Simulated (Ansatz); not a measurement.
The relaxed structure here is a generated cell of BAs: the first start was made by placing the elements on the sites of a structure type, and the end was not matched to a known phase here, so it may be hypothetical. Known forms of BAs include space group No. 216.

A relaxed structure of BAs. Space group Pnma (No. 62). All values below come from PBE (plane waves to 420 eV, PAW, scalar-relativistic; Ansatz, a first-principles code).

```xyz
8
Lattice="6.6380 0.0000 0.0000 0.0000 3.4393 0.0000 0.0000 0.0000 5.7099" Properties=species:S:1:pos:R:3 pbc="T T T"
B      4.3817     2.5795     5.1452
B      5.5753     0.8598     2.2902
B      2.2563     0.8598     0.5648
B      1.0627     2.5795     3.4197
As     2.2366     2.5795     5.0903
As     1.0824     0.8598     2.2353
As     4.4014     0.8598     0.6197
As     5.5556     2.5795     3.4746
```

Task: Give the band gap at the level PBE.

Result: 0.45 eV, indirect (valence top at Γ, conduction bottom at U) (no spin-orbit coupling).

Task: Estimate the smallest direct gap that PBE returns for this input.

Result: 1.15 eV at Γ.

No spin polarisation in the result.

The run could not lose the symmetry of its start: the end is stationary, and may be a saddle point rather than a minimum.
